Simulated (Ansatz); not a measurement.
Crystals of one structure type (rock salt), relaxed and computed with the program Ansatz at the PBEsol level (PAW).

```
crystal  a (Å)  ΔH_f (eV/atom)  B₀ by P(V) fit (GPa)  highest Γ mode, no LO–TO term (cm⁻¹)
-------  -----  --------------  --------------------  ------------------------------------
AlIr     5.000            0.04                   167                                   278
ZrIr     5.363           -0.43                   170                                   158
NbIr     5.214            0.14                   220                                   128
MoIr     5.118            0.83                   246                                    61
IrW          …               …                     …                                     …
```

**Question.** Some entries are withheld; supply them.

**Answer.** 
- IrW, a (Å): 5.147
- IrW, ΔH_f (eV/atom): 0.90
- IrW, B₀ by P(V) fit (GPa): 267
- IrW, highest Γ mode, no LO–TO term (cm⁻¹): 43

Typed or built starts, not in the databases checked: AlIr, rock salt; ZrIr, rock salt; NbIr, rock salt; MoIr, rock salt; IrW, rock salt. Unstable at this level: AlIr, rock salt; NbIr, rock salt; MoIr, rock salt; IrW, rock salt. All cells were relaxed under the symmetry of their starts (and spin orders); stability against distortions was not tested throughout. Rows with no word on spin ran without spin polarisation. Spin–orbit coupling is left out wherever it is not named.

Potentials: the later of the program's two PAW sets.

Formation energies count from the lowest solids of the elements computed at the same level, not from gases.
